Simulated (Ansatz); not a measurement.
NbC2:
```xyz
3
Lattice="-1.5785 1.5785 2.9304 1.5785 -1.5785 2.9304 1.5785 1.5785 -2.9304" Properties=species:S:1:pos:R:3 pbc="T T T"
Nb     0.0000     0.0000     0.0000
C      0.0000     0.0000     3.6140
C      0.0000     0.0000     2.2467
```

Relaxed with PBEsol. Special points in fractions of this cell's reciprocal vectors: Γ (0.000, 0.000, 0.000); X (0.000, 0.000, 0.500); P (0.250, 0.250, 0.250); N (0.000, 0.500, 0.000); M (0.500, 0.500, -0.500); S (0.323, 0.677, -0.323); S0 (-0.323, 0.323, 0.323); R (-0.145, 0.145, 0.500); G (0.500, 0.500, -0.145).

Question: List the band energies nearest the Fermi level at these points for DFT-PBEsol in the program Ansatz with PAW potentials.

Answer: In eV from the Fermi level; about four levels below and three above (degenerate sets whole), none deeper than 8.9 eV; points with the same levels are listed once.

```csv
k,below,above
Γ,-2.96 -2.96 -2.90 -2.90 -2.89,0.51 2.16 7.41 7.41
X,-5.98 -5.19 -4.15 -0.85,2.92 2.98 4.71
P,-6.32 -6.32 -3.12 -2.49 -2.49,2.98 3.08 3.48
N,-7.15 -6.47 -4.47,0.58 0.96 1.60
M,-4.22 -4.22 -3.81 -2.92,0.91 1.05 1.05
S,-7.83 -6.17 -4.38,0.51 1.15 1.53
R,-5.87 -4.71 -3.10 -0.53,2.20 3.64 5.10
```

Space group I4/mmm (MoSi2 or CaC2 type). The start of the workflow was typed in or built on a structure type; neither database checked (COD, Materials Project) lists it. Its standing as an ambient phase is unchecked. The PBEsol relaxation kept the symmetry of its start; whether a distortion lowers the energy is not shown. No spin polarisation was allowed. The volume moved by -30 % from the start of the relaxation. Its formation energy is positive at this level, so the cell may be metastable or incomplete. Scalar-relativistic: spin–orbit coupling is off unless named, which matters more the heavier the elements.

Potentials: the later of the program's two PAW sets.
